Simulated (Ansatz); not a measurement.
# ZnS: an elastic constant from a strain scan

All numbers below come from Ansatz 0.2.0, DFT r2SCAN, scalar-relativistic, plane waves, PAW. Settings: plane waves to 500 eV, k-mesh 6×6×4 (Γ-centred), Gaussian smearing 0.05 eV. No spin polarisation. Energies are free energies at this smearing, counted from the undisturbed cell; pressure is positive in compression.

Reference structure (relaxed at this level):

```
Zn S
1.0
     3.80672    0.00000    0.00000
    -1.90336    3.29672    0.00000
     0.00000    0.00000    6.24574
Zn S
2 2
Direct
  0.33333 0.66667 0.00539
  0.66667 0.33333 0.50539
  0.33333 0.66667 0.37961
  0.66667 0.33333 0.87961
```

The cell is strained by ε times the Voigt pattern (0, 0, 1, 0, 0, 0) (xx, yy, zz, yz, xz, xy; engineering shear) with fractional coordinates fixed. The cell holds 4 atoms in V0 = 78.38 Å³. The stress column is τ = (1/V0) dE/dε, got from the stress tensor σ (compression positive) at each point as −det(1 + εP) σ : P(1 + εP)⁻¹, with P the pattern as a tensor.

| ε | ΔE (meV/atom) | τ (GPa) |
| --- | --- | --- |
| -0.0200 | 4.612 | -3.937 |
| -0.0150 | 2.537 | -2.870 |
| -0.0100 | 1.092 | -1.854 |
| -0.0050 | 0.257 | -0.887 |
| 0.0000 | 0.000 | 0.033 |
| 0.0050 | 0.288 | 0.907 |
| 0.0100 | 1.101 | 1.738 |
| 0.0150 | 2.402 | 2.529 |
| 0.0175 | 3.236 | 2.909 |
| 0.0200 | ? | ? |

Question: Which combination of elastic constants does this scan measure, and how large is it?

Answer: For small ε, τ = τ0 + Kε with K = pᵀCp, which for this pattern is C33 in the Cartesian frame shown. The parabola through τ at ε = -0.0050, 0 and 0.0050 has slope K = 179 GPa at zero. The energies per cell, E = NΔE, of the same two points give K = 2[E(ε₊)/ε₊ − E(ε₋)/ε₋]/[(ε₊ − ε₋)V0] = 178 GPa, in agreement. These are clamped-ion values.

Question: Predict the withheld row at ε = 0.0200 from the harmonic law, and compare.

Answer: ΔE = V0(τ0 ε + Kε²/2)/N = 4.468 meV/atom and τ = 3.62 GPa. The calculation gives 4.181 meV/atom and 3.28 GPa: the energy lies 6 % below the harmonic value, as bonds soften when stretched.

Forces appear on the atoms along this scan, and letting them relax would lower the energy and soften the response.